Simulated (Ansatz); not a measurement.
The relaxed structure here is a generated cell of Al: the first start was made by a random draw of sites in a space group, and the end was not matched to a known phase here, so it may be hypothetical. Known forms of Al include space group No. 225.

A relaxed cell of Al (P6/mmm (No. 191)), relaxed on a k-mesh at least as fine as the one used below. Method: PBE (plane waves to 420 eV, PAW, scalar-relativistic; Ansatz, a quantum-chemistry and plane-wave program). Γ-centred k-mesh 4×7×12 on the run's cell (coarser than for final values), Fermi–Dirac smearing 0.05 eV.

```yaml
crystal:
  lattice:
    - [10.87111, 0.00000, 0.00000]
    - [-2.71778, 4.70733, 0.00000]
    - [0.00000, 0.00000, 2.72248]
  atoms:
    - { symbol: Al, position: [0.25000, 0.00000, 0.00000] }
    - { symbol: Al, position: [0.75000, 0.00000, 0.00000] }
    - { symbol: Al, position: [0.00000, 0.50000, 0.00000] }
    - { symbol: Al, position: [0.50000, 0.50000, 0.00000] }
    - { symbol: Al, position: [0.25000, 0.50000, 0.00000] }
    - { symbol: Al, position: [0.75000, 0.50000, 0.00000] }
```

The atoms are displaced by (Å):

```
atom      ux      uy      uz
----  ------  ------  ------
Al1   -0.072  -0.033  -0.035
Al2   -0.025   0.035   0.016
Al3   -0.167   0.096   0.052
Al4    0.145   0.206  -0.071
Al5    0.048   0.038   0.120
Al6    0.105  -0.136   0.063
```

### Question
What forces (eV/Å) and pressure result?

### Answer
| atom | Fx | Fy | Fz |
|---|---|---|---|
| Al1 | 0.25 | 0.36 | -0.11 |
| Al2 | 0.92 | -0.09 | 0.02 |
| Al3 | 1.04 | -0.08 | 0.04 |
| Al4 | -0.63 | -0.96 | -0.15 |
| Al5 | -0.08 | 0.01 | 0.12 |
| Al6 | -1.50 | 0.75 | 0.07 |

Pressure +1.5 GPa.

### Question
Estimate the energy cost of the displacement in the harmonic approximation and compare with the calculation.

### Answer
For a harmonic well ΔE = −½ Σ F·u = 0.377 eV a cell, or 63 meV/atom. The calculated energy relative to the undisplaced cell is +0.08 eV/atom, so the harmonic estimate holds well.

The undisplaced cell is probably no minimum: from this displacement the run went on to C2/m (No. 12), 0.47 eV/atom below it.

No spin polarisation in the result.
